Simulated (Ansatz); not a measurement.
Nb3Au2:
```yaml
crystal:
  lattice:
    - [-1.68742, 1.68742, 7.57446]
    - [1.68742, -1.68742, 7.57446]
    - [1.68742, 1.68742, -7.57446]
  atoms:
    - { symbol: Nb, position: [0.39983, 0.39983, 0.00000] }
    - { symbol: Nb, position: [0.60017, 0.60017, 0.00000] }
    - { symbol: Au, position: [0.19967, 0.19967, 0.00000] }
    - { symbol: Au, position: [0.80033, 0.80033, 0.00000] }
    - { symbol: Nb, position: [0.00000, 0.00000, 0.00000] }
```

Relaxed with PBEsol. Special points in fractions of this cell's reciprocal vectors: Γ (0.000, 0.000, 0.000); X (0.000, 0.000, 0.500); P (0.250, 0.250, 0.250); N (0.000, 0.500, 0.000); M (0.500, 0.500, -0.500); S (0.262, 0.738, -0.262); S0 (-0.262, 0.262, 0.262); R (-0.025, 0.025, 0.500); G (0.500, 0.500, -0.025).

Question: List the band energies nearest the Fermi level at these points for PBEsol (plane waves, PAW; program Ansatz).

Answer: In eV from the Fermi level; about four levels below and three above (degenerate sets whole), none deeper than 8.9 eV; points with the same levels are listed once.

| k | below | above |
|---|---|---|
| Γ | -3.56 -2.94 -2.27 -0.92 | 0.10 0.17 0.17 |
| X | -1.92 -1.47 -1.06 -0.78 | 0.53 1.56 2.04 |
| P | -1.38 -1.38 -0.06 -0.06 | 1.65 1.87 3.03 |
| N | -1.30 -0.94 -0.76 -0.74 | 0.91 0.97 1.80 |
| M | -3.26 -3.19 -1.70 -0.67 | 0.17 0.17 0.18 |
| S | -1.27 -0.73 -0.69 -0.27 | 0.39 0.92 1.72 |
| R | -1.83 -1.46 -1.10 -0.81 | 0.49 1.56 2.05 |

Space group I4/mmm. The workflow started from an entry of the Crystallography Open Database (COD). Its standing as an ambient phase is unchecked. The PBEsol relaxation kept the symmetry of its start; its stability against distortions is not shown here. The run is not spin-polarised. Spin–orbit coupling is left out wherever it is not named.

Potentials: the later of the program's two PAW sets.
